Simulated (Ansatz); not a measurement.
Values for one crystal, relaxed and computed with r²SCAN in the plane-wave PAW code Ansatz; other levels are named.

Volume per atom: 10.36 Å³
Band gap: 7.90 eV (indirect)
Conduction-band minimum: at Γ
Electron effective mass: 0.54 mₑ (isotropic)
Pressure derivative B′: 3.0
Formation energy from the elements (no fitted shifts): -186 kJ/mol of atoms
Smallest direct gap on the standard path: 8.24 eV

Task: Pick the material that matches.
(A) SiCO4, I-4 (Si on 2a, C on 2c, O on 8g)
(B) SiO2, P4_32_12 (Si on 4a, O on 8b)
(C) MgO, rock salt
(D) Si2W, P6_222 (Si on 6j, W on 3d)

Result: A, SiCO4, I-4 (Si on 2a, C on 2c, O on 8g)

The start of the workflow was typed in or built on a structure type; neither database checked (COD, Materials Project) lists it. Whether it is the stable phase at ambient conditions was not checked. Symmetry was held in the r²SCAN relaxation; whether a distortion lowers the energy is not shown. The references are the lowest solids computed at this level, not always the standard phases (solids in place of the gases).

Potentials: the earlier of the program's two PAW sets.
